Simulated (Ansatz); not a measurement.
YN (rock salt)

```
CELL_PARAMETERS angstrom
      0.00000     2.44783     2.44783
      2.44783     0.00000     2.44783
      2.44783     2.44783     0.00000
ATOMIC_POSITIONS crystal
  N  0.00000 0.00000 0.00000
  Y  0.50000 0.50000 0.50000
```

The slice is a {110} plane (indices of the conventional cell) through the point (0.000, 0.000, 0.000) (fractional), spanned by u = [100] and v = [1 -1 -1] in vectors of this cell: u (3.46 Å) and v (4.90 Å, at 90° to u). It covers one period; positions are fractions (u, v).

These are r2SCAN (plane waves to 500 eV, PAW, scalar-relativistic; Ansatz, a quantum-chemistry and plane-wave program) values and carry that method's errors. k mesh 12×12×12. These are valence fields of a PAW run, semicore shells included where kept as valence: close to a nucleus they are smooth pseudo fields. YN is run without spin polarisation. YN was relaxed with its symmetry unable to fall.

### Question
Around which element is the density of the highest valence band (whole band, smooth part) largest on this plane?

### Answer
N. Mean over a disc round each atom, of radius 0.45 times the shortest bond: N 0.213, Y 0.037 e/Å³.

### Question
What is the ELF at the midpoint of the shortest N–Y line in this plane (2.45 Å)?

### Answer
0.14.

### Question
What is the valence density on the shortest N–Y line in this plane (2.45 Å), at its midpoint?

### Answer
0.34 e/Å³.

### Question
Sketch the density of the highest valence band (whole band, smooth part) on this plane as a map.

### Answer
```
|--++@@@@##==::....            ....::==##@@@@++|
|%%@@@@%%**==::....            ....::==**%%@@@@|
|@@@@%%##==--::....            ....::--==##%%@@|
|####**==--::....                ....::--==**##|
|======--::......                ......::--====|
|::::::::......                    ......::::::|
|..........                            ........|
|......                                    ....|
|                                              |
|                                              |
|                                              |
|......                                    ....|
|........                                ......|
|..........                            ........|
|    ......                            ......  |
|    ......                            ......  |
|    ......                            ......  |
|..........                            ........|
|........                                ......|
|......                                    ....|
|                                              |
|                                              |
|                                              |
|......                                    ....|
|..........                            ........|
|::::::::......                    ......::::::|
|======--::......                ......::--====|
|####**==--::....                ....::--==**##|
|@@@@%%##==--::....            ....::--==##%%@@|
|%%@@@@%%**==::....            ....::==**%%@@@@|
|--++@@@@##==::....            ....::==##@@@@++|
|  --%%@@##++--....            ....--++##@@%%--|
```
Scale: ten equal steps from 0.000 (start of ' ') to 0.431 (end of '@'), in the order ' .:-=+*#%@'. Values: density of the highest valence band (whole band, smooth part) in e/Å³. The map has 23 points along u (two characters each, u = 0 at the left) and 32 along v (v = 0 in the bottom row).
